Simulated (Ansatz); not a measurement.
**Vibrational response of BeZn₂Se₃**

Level of theory: DFT PBE, scalar-relativistic, plane waves, PAW (Ansatz 0.2.0). Settings: 420 eV plane-wave cutoff, Γ-centred 6×6×4 mesh, fixed occupations. No spin polarisation. Phonons by linear response, acoustic sum rule imposed.

The cell, relaxed at this level:
```
CELL_PARAMETERS angstrom
5.86477 -3.38912 0.00000
5.86477 3.38912 0.00000
0.00000 0.00000 6.41960
ATOMIC_POSITIONS crystal
Be 0.15889 0.84111 0.49973
Be 0.84111 0.15889 0.99973
Zn 0.83258 0.49278 0.49652
Zn 0.50722 0.16742 0.49652
Zn 0.16742 0.50722 0.99652
Zn 0.49278 0.83258 0.99652
Se 0.16571 0.52364 0.61122
Se 0.47636 0.83429 0.61122
Se 0.85654 0.14346 0.64480
Se 0.52364 0.16571 0.11122
Se 0.83429 0.47636 0.11122
Se 0.14346 0.85654 0.14480
```

It was reached by relaxing an invented guess, and it needn't be the stable form of this composition. The run warned that its linear response isn't converged on this k mesh, so dielectric tensors, Born charges and infrared intensities are rough, and the frequencies may be too.

Task: Is this structure stable against zone-centre distortions?

Result: Yes, at Γ: no optical mode is imaginary. Strains and other wave vectors aren't tested by this run.

Task: List the optical modes at Γ without the LO field (i marks imaginary ones).

Result:
| frequency (meV) | degeneracy | IR intensity of the level ((D/Å)²/amu) |
| --- | --- | --- |
| 7.7 | 1 | 0.00 |
| 7.7 | 1 | 0.00 |
| 10.6 | 1 | 0.01 |
| 10.8 | 1 | 0.00 |
| 12.2 | 1 | 0.13 |
| 12.8 | 1 | 0.20 |
| 13.2 | 1 | 0.00 |
| 13.7 | 1 | 0.29 |
| 14.1 | 1 | 0.36 |
| 16.0 | 1 | 1.19 |
| 19.4 | 1 | 0.62 |
| 19.4 | 1 | 0.00 |
| 20.6 | 1 | 0.97 |
| 21.3 | 1 | 0.62 |
| 23.3 | 1 | 0.66 |
| 23.3 | 1 | 0.00 |
| 23.6 | 1 | 6.25 |
| 24.0 | 1 | 0.00 |
| 24.7 | 1 | 5.20 |
| 25.3 | 1 | 7.66 |
| 25.3 | 1 | 0.00 |
| 25.5 | 1 | 0.07 |
| 25.9 | 1 | 0.00 |
| 26.0 | 1 | 1.65 |
| 26.3 | 1 | 1.32 |
| 26.4 | 1 | 0.11 |
| 26.4 | 1 | 0.03 |
| 53.6 | 1 | 10.99 |
| 56.0 | 1 | 3.72 |
| 56.4 | 1 | 16.92 |
| 56.4 | 1 | 7.22 |
| 57.6 | 1 | 0.00 |
| 59.6 | 1 | 11.40 |
